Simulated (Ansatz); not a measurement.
BaGa2H2:
Space group P-3m1 (No. 164); a = b = 4.515 Å, c = 4.957 Å, α = β = 90.00°, γ = 120.00°

```
atom  site  symmetry       x       y       z
----  ----  --------  ------  ------  ------
H       2d       3m.  0.3333  0.6667  0.1308
Ba      1a      -3m.  0.0000  0.0000  0.0000
Ga      2d       3m.  0.3333  0.6667  0.4680
```

Relaxed at zero pressure with r²SCAN in the plane-wave PAW code Ansatz.

### Question
The volume is lowered by 3 % and shape and atoms relax at that volume. What pressure results, and how do the axes share the change?

### Answer
1.4 GPa; a -0.7 %, b -0.7 %, c -1.6 %; the energy rises by 2 meV/atom.

### Question
Give the new structure.

### Answer

Space group P-3m1 (No. 164); a = 4.483 Å, b = 4.483 Å, c = 4.878 Å, α = 90.00°, β = 90.00°, γ = 120.00°

```tsv
atom	site	symmetry	x	y	z
H	2d	3m.	0.3333	0.6667	0.1264
Ba	1a	-3m.	0.0000	0.0000	0.0000
Ga	2d	3m.	0.3333	0.6667	0.4680
```

The phase is kept; no other phase was compared at this pressure.

The workflow started from an entry of the Crystallography Open Database (COD). Its standing as an ambient phase is unchecked. Symmetry was held in the r²SCAN relaxation; whether a distortion lowers the energy is not shown. Scalar-relativistic: spin–orbit coupling is off unless named, which matters more the heavier the elements.

Potentials: the later of the program's two PAW sets.
